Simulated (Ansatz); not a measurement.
**Relaxation path: SnTe (rocksalt type)**

DFT, LDA, PAW with Ansatz's default frozen-core files, scalar-relativistic (Ansatz 0.2.0); a Γ-centred 13×13×13 k mesh, Fermi–Dirac smearing of 0.08 eV, no spin polarisation. The run relaxes cell and atoms at a target pressure of 0 GPa.

Command: `ansatz run input.yaml --threads 1 --pin off --max-ram 2048MiB --backend cpu --events-out ev --progress --plain --runs-dir out` It took 21 s on 1 thread of Arm Neoverse V2, on a shared host, peak memory 0.37 GiB.

PAW: frozen-core files, cutoff 420 eV; forces are relaxed below 0.005 eV/Å.

Each step lists its free energy a cell above the last geometry, the pressure, the cell vectors (Å), and Cartesian positions (Å) with forces (eV/Å).

The first step:

```
step 1  dF = 578.64 meV  P = 18.56 GPa
  cell 0.0000 2.8916 2.8916  2.8916 0.0000 2.8916  2.8916 2.8916 0.0000
  Sn 0.0000 0.0000 0.0000   0.0000 0.0000 0.0000
  Te 2.8916 2.8916 2.8916   0.0000 0.0000 0.0000
```

Spin–orbit coupling is left out, which matters for the heavy atoms. The PAW files were made under PBE.

Question: Where does the relaxation end, and by which steps?

Answer: After 5 geometries, with conventional a, b, c = 6.235, 6.235, 6.235 Å, at 30.303 Å³/atom (+25.33 % against the start) in space group Fm-3m, with a shortest distance of 3.118 Å. The further steps:
```
step 2  dF = 69.28 meV  P = 5.04 GPa
  cell 0.0000 3.0326 3.0326  3.0326 0.0000 3.0326  3.0326 3.0326 0.0000
  Sn 0.0000 0.0000 0.0000   0.0000 0.0000 0.0000
  Te 3.0326 3.0326 3.0326   0.0000 0.0000 0.0000
step 3  dF = 5.38 meV  P = 1.30 GPa
  cell 0.0000 3.0926 3.0926  3.0926 0.0000 3.0926  3.0926 3.0926 0.0000
  Sn 0.0000 0.0000 0.0000   0.0000 0.0000 0.0000
  Te 3.0926 3.0926 3.0926   0.0000 0.0000 0.0000
step 4  dF = 0.04 meV  P = 0.15 GPa
  cell 0.0000 3.1146 3.1146  3.1146 0.0000 3.1146  3.1146 3.1146 0.0000
  Sn 0.0000 0.0000 0.0000   0.0000 0.0000 0.0000
  Te 3.1146 3.1146 3.1146   0.0000 0.0000 0.0000
step 5  dF = 0.00 meV  P = 0.00 GPa
  cell 0.0000 3.1177 3.1177  3.1177 0.0000 3.1177  3.1177 3.1177 0.0000
  Sn 0.0000 0.0000 0.0000   0.0000 0.0000 0.0000
  Te 3.1177 3.1177 3.1177   0.0000 0.0000 0.0000
step 6  dF = -2.71 meV  P = 0.00 GPa  (same geometry on a basis chosen anew; earlier energies don't compare to the last digit)
  cell 0.0000 3.1177 3.1177  3.1177 0.0000 3.1177  3.1177 3.1177 0.0000
  Sn 0.0000 0.0000 0.0000   0.0000 0.0000 0.0000
  Te 3.1177 3.1177 3.1177   0.0000 0.0000 0.0000
```
